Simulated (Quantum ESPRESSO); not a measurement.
## Calculated data, Al₂InGaAs₄ (made-up cell)

Computed with Quantum ESPRESSO 7.5. Calculation on a made-up crystal cell, not a measurement: periodic Kohn-Sham density functional theory in plane waves with PseudoDojo standard norm-conserving scalar-relativistic pseudopotentials, each functional with its own files (v0.5 for PBE, v0.4.1 for LDA and PBEsol), no spin polarisation, no spin-orbit coupling, atoms not relaxed, stress positive in tension, energies less a fixed whole-eV offset for each atom's element; levels are Kohn-Sham levels at fractions of this cell's reciprocal vectors, counted from the reference band (half the neutral cell's valence electrons, rounded up) at Gamma; error bars cover cutoff and k-mesh only, not smearing or the files; added strain carries the atoms with the cell, and shear is the tensor component; each bar is the largest change over components, and at least 0.002 eV, 0.002 eV per angstrom or 0.02 GPa; energies are for the whole cell, and the offsets were chosen from early runs and are not element reference energies.

Settings shared by all entries: lattice type zincblende/diamond; functional pbe; cutoff 1143 eV; fermi dirac smearing 0.025 eV; scf tolerance 1e-07 eV; electrons removed 0; added strain kind zz; k mesh 4 x 4 x 4, shifted by half a step.

```json
{"entry": 1, "formula": "Al2InGaAs4", "kind": "made-up cell", "unstrained_structure": {"cell_angstrom": [[5.7918, -0.028, 0.0207], [-0.028, 5.6229, 0.0241], [0.0207, 0.0241, 5.5986]], "atoms_fractional": [["Al", 0.00777, -0.01841, 0.01446], ["Al", 0.00253, 0.51367, 0.50907], ["In", 0.51107, 0.00628, 0.49035], ["Ga", 0.48348, 0.51159, -0.01948], ["As", 0.23441, 0.23393, 0.26189], ["As", 0.25536, 0.74546, 0.75881], ["As", 0.74612, 0.26952, 0.74329], ["As", 0.76824, 0.7651, 0.23303]]}, "given": {"added_strain": -0.0177, "structure_shown": "before the added strain of -0.0177", "atom_site": [1, 2, 3, 4, 5, 6, 7, 8], "atom_energy_offset [eV]": [-64, -64, -1808, -2080, -2887, -2887, -2887, -2887]}, "results": {"free_energy_less_offsets [eV]": 2.415, "smearing_term_minus_ts [eV]": 0.0, "scf_iterations": 10, "pressure [GPa]": 10.74, "stress_xx [GPa]": -10.25, "stress_yy [GPa]": -10.64, "stress_zz [GPa]": -11.33, "stress_yz [GPa]": 1.596, "stress_xz [GPa]": 0.2378, "stress_xy [GPa]": -0.7896, "force_site": [1, 2, 3, 4, 5, 6, 7, 8], "force_x [eV/angstrom]": [0.7431, -0.08658, 0.2269, 1.291, -0.6328, -1.408, 1.233, -1.367], "force_y [eV/angstrom]": [2.206, -0.2876, -0.4887, -1.571, 2.192, 0.8737, 0.01904, -2.943], "force_z [eV/angstrom]": [-2.158, -0.7467, 0.4193, 1.9, -1.174, -0.6715, 1.665, 0.7663], "error_bar_energy [eV]": 0.0104, "error_bar_stress [GPa]": 0.02, "error_bar_force [eV/angstrom]": 0.002476, "error_bars_from": "tighter rerun of a related cell"}}
{"entry": 2, "formula": "Al2InGaAs4", "kind": "made-up cell", "unstrained_structure": {"cell_angstrom": [[5.7918, -0.028, 0.0207], [-0.028, 5.6229, 0.0241], [0.0207, 0.0241, 5.5986]], "atoms_fractional": [["Al", 0.00777, -0.01841, 0.01446], ["Al", 0.00253, 0.51367, 0.50907], ["In", 0.51107, 0.00628, 0.49035], ["Ga", 0.48348, 0.51159, -0.01948], ["As", 0.23441, 0.23393, 0.26189], ["As", 0.25536, 0.74546, 0.75881], ["As", 0.74612, 0.26952, 0.74329], ["As", 0.76824, 0.7651, 0.23303]]}, "given": {"added_strain": -0.0112, "structure_shown": "before the added strain of -0.0112", "atom_site": [1, 2, 3, 4, 5, 6, 7, 8], "atom_energy_offset [eV]": [-64, -64, -1808, -2080, -2887, -2887, -2887, -2887]}, "results": {"free_energy_less_offsets [eV]": 2.334, "smearing_term_minus_ts [eV]": 0.0, "scf_iterations": 10, "pressure [GPa]": 10.09, "stress_xx [GPa]": -9.682, "stress_yy [GPa]": -10.04, "stress_zz [GPa]": -10.55, "stress_yz [GPa]": 1.581, "stress_xz [GPa]": 0.2322, "stress_xy [GPa]": -0.7716, "force_site": [1, 2, 3, 4, 5, 6, 7, 8], "force_x [eV/angstrom]": [0.7349, -0.0876, 0.2282, 1.271, -0.6223, -1.392, 1.212, -1.345], "force_y [eV/angstrom]": [2.172, -0.2825, -0.4798, -1.547, 2.159, 0.8644, 0.009674, -2.896], "force_z [eV/angstrom]": [-2.129, -0.739, 0.4209, 1.877, -1.173, -0.6677, 1.641, 0.7701], "error_bar_energy [eV]": 0.0104, "error_bar_stress [GPa]": 0.02, "error_bar_force [eV/angstrom]": 0.002476, "error_bars_from": "tighter rerun of a related cell"}}
{"entry": 3, "formula": "Al2InGaAs4", "kind": "made-up cell", "unstrained_structure": {"cell_angstrom": [[5.7918, -0.028, 0.0207], [-0.028, 5.6229, 0.0241], [0.0207, 0.0241, 5.5986]], "atoms_fractional": [["Al", 0.00777, -0.01841, 0.01446], ["Al", 0.00253, 0.51367, 0.50907], ["In", 0.51107, 0.00628, 0.49035], ["Ga", 0.48348, 0.51159, -0.01948], ["As", 0.23441, 0.23393, 0.26189], ["As", 0.25536, 0.74546, 0.75881], ["As", 0.74612, 0.26952, 0.74329], ["As", 0.76824, 0.7651, 0.23303]]}, "given": {"added_strain": -0.0059, "structure_shown": "before the added strain of -0.0059", "atom_site": [1, 2, 3, 4, 5, 6, 7, 8], "atom_energy_offset [eV]": [-64, -64, -1808, -2080, -2887, -2887, -2887, -2887]}, "results": {"free_energy_less_offsets [eV]": 2.272, "smearing_term_minus_ts [eV]": 0.0, "scf_iterations": 10, "pressure [GPa]": 9.578, "stress_xx [GPa]": -9.231, "stress_yy [GPa]": -9.577, "stress_zz [GPa]": -9.925, "stress_yz [GPa]": 1.571, "stress_xz [GPa]": 0.2271, "stress_xy [GPa]": -0.7583, "force_site": [1, 2, 3, 4, 5, 6, 7, 8], "force_x [eV/angstrom]": [0.7289, -0.08894, 0.2302, 1.255, -0.6136, -1.379, 1.196, -1.328], "force_y [eV/angstrom]": [2.144, -0.2793, -0.4718, -1.528, 2.133, 0.857, 0.001961, -2.857], "force_z [eV/angstrom]": [-2.106, -0.7328, 0.4214, 1.859, -1.171, -0.663, 1.62, 0.7731], "error_bar_energy [eV]": 0.0104, "error_bar_stress [GPa]": 0.02, "error_bar_force [eV/angstrom]": 0.002476, "error_bars_from": "tighter rerun of a related cell"}}
{"entry": 4, "formula": "Al2InGaAs4", "kind": "made-up cell", "unstrained_structure": {"cell_angstrom": [[5.7918, -0.028, 0.0207], [-0.028, 5.6229, 0.0241], [0.0207, 0.0241, 5.5986]], "atoms_fractional": [["Al", 0.00777, -0.01841, 0.01446], ["Al", 0.00253, 0.51367, 0.50907], ["In", 0.51107, 0.00628, 0.49035], ["Ga", 0.48348, 0.51159, -0.01948], ["As", 0.23441, 0.23393, 0.26189], ["As", 0.25536, 0.74546, 0.75881], ["As", 0.74612, 0.26952, 0.74329], ["As", 0.76824, 0.7651, 0.23303]]}, "given": {"added_strain": 0.0059, "structure_shown": "before the added strain of 0.0059", "atom_site": [1, 2, 3, 4, 5, 6, 7, 8], "atom_energy_offset [eV]": [-64, -64, -1808, -2080, -2887, -2887, -2887, -2887]}, "results": {"free_energy_less_offsets [eV]": 2.148, "smearing_term_minus_ts [eV]": 0.0, "scf_iterations": 10, "pressure [GPa]": 8.471, "stress_xx [GPa]": -8.277, "stress_yy [GPa]": -8.59, "stress_zz [GPa]": -8.545, "stress_yz [GPa]": 1.544, "stress_xz [GPa]": 0.215, "stress_xy [GPa]": -0.7268, "force_site": [1, 2, 3, 4, 5, 6, 7, 8], "force_x [eV/angstrom]": [0.7133, -0.09157, 0.2324, 1.219, -0.5946, -1.351, 1.161, -1.288], "force_y [eV/angstrom]": [2.082, -0.2727, -0.4541, -1.484, 2.075, 0.8406, -0.01399, -2.772], "force_z [eV/angstrom]": [-2.054, -0.7178, 0.4224, 1.819, -1.166, -0.654, 1.574, 0.7771], "error_bar_energy [eV]": 0.0104, "error_bar_stress [GPa]": 0.02, "error_bar_force [eV/angstrom]": 0.002476, "error_bars_from": "tighter rerun of a related cell"}}
{"entry": 5, "formula": "Al2InGaAs4", "kind": "made-up cell", "unstrained_structure": {"cell_angstrom": [[5.7918, -0.028, 0.0207], [-0.028, 5.6229, 0.0241], [0.0207, 0.0241, 5.5986]], "atoms_fractional": [["Al", 0.00777, -0.01841, 0.01446], ["Al", 0.00253, 0.51367, 0.50907], ["In", 0.51107, 0.00628, 0.49035], ["Ga", 0.48348, 0.51159, -0.01948], ["As", 0.23441, 0.23393, 0.26189], ["As", 0.25536, 0.74546, 0.75881], ["As", 0.74612, 0.26952, 0.74329], ["As", 0.76824, 0.7651, 0.23303]]}, "given": {"added_strain": 0.009, "structure_shown": "before the added strain of 0.009", "atom_site": [1, 2, 3, 4, 5, 6, 7, 8], "atom_energy_offset [eV]": [-64, -64, -1808, -2080, -2887, -2887, -2887, -2887]}, "results": {"free_energy_less_offsets [eV]": 2.119, "smearing_term_minus_ts [eV]": 0.0, "scf_iterations": 10, "pressure [GPa]": 8.189, "stress_xx [GPa]": -8.038, "stress_yy [GPa]": -8.342, "stress_zz [GPa]": -8.186, "stress_yz [GPa]": 1.538, "stress_xz [GPa]": 0.2123, "stress_xy [GPa]": -0.719, "force_site": [1, 2, 3, 4, 5, 6, 7, 8], "force_x [eV/angstrom]": [0.7095, -0.09195, 0.2333, 1.21, -0.5904, -1.344, 1.151, -1.278], "force_y [eV/angstrom]": [2.066, -0.2709, -0.4495, -1.473, 2.06, 0.8362, -0.01802, -2.75], "force_z [eV/angstrom]": [-2.04, -0.7142, 0.423, 1.808, -1.166, -0.6505, 1.562, 0.7774], "error_bar_energy [eV]": 0.0104, "error_bar_stress [GPa]": 0.02, "error_bar_force [eV/angstrom]": 0.002476, "error_bars_from": "tighter rerun of this cell"}}
{"entry": 6, "formula": "Al2InGaAs4", "kind": "made-up cell", "unstrained_structure": {"cell_angstrom": [[5.7918, -0.028, 0.0207], [-0.028, 5.6229, 0.0241], [0.0207, 0.0241, 5.5986]], "atoms_fractional": [["Al", 0.00777, -0.01841, 0.01446], ["Al", 0.00253, 0.51367, 0.50907], ["In", 0.51107, 0.00628, 0.49035], ["Ga", 0.48348, 0.51159, -0.01948], ["As", 0.23441, 0.23393, 0.26189], ["As", 0.25536, 0.74546, 0.75881], ["As", 0.74612, 0.26952, 0.74329], ["As", 0.76824, 0.7651, 0.23303]]}, "given": {"added_strain": 0.021, "structure_shown": "before the added strain of 0.021", "atom_site": [1, 2, 3, 4, 5, 6, 7, 8], "atom_energy_offset [eV]": [-64, -64, -1808, -2080, -2887, -2887, -2887, -2887]}, "results": {"free_energy_less_offsets [eV]": 2.016, "smearing_term_minus_ts [eV]": 0.0, "scf_iterations": 10, "pressure [GPa]": 7.132, "stress_xx [GPa]": -7.153, "stress_yy [GPa]": -7.426, "stress_zz [GPa]": -6.816, "stress_yz [GPa]": 1.513, "stress_xz [GPa]": 0.2004, "stress_xy [GPa]": -0.6899, "force_site": [1, 2, 3, 4, 5, 6, 7, 8], "force_x [eV/angstrom]": [0.6946, -0.09429, 0.2357, 1.175, -0.5722, -1.316, 1.117, -1.24], "force_y [eV/angstrom]": [2.004, -0.265, -0.4315, -1.43, 2.001, 0.8193, -0.03257, -2.666], "force_z [eV/angstrom]": [-1.987, -0.6973, 0.4234, 1.764, -1.159, -0.6394, 1.515, 0.7802], "error_bar_energy [eV]": 0.0104, "error_bar_stress [GPa]": 0.02, "error_bar_force [eV/angstrom]": 0.002476, "error_bars_from": "tighter rerun of a related cell"}}
```
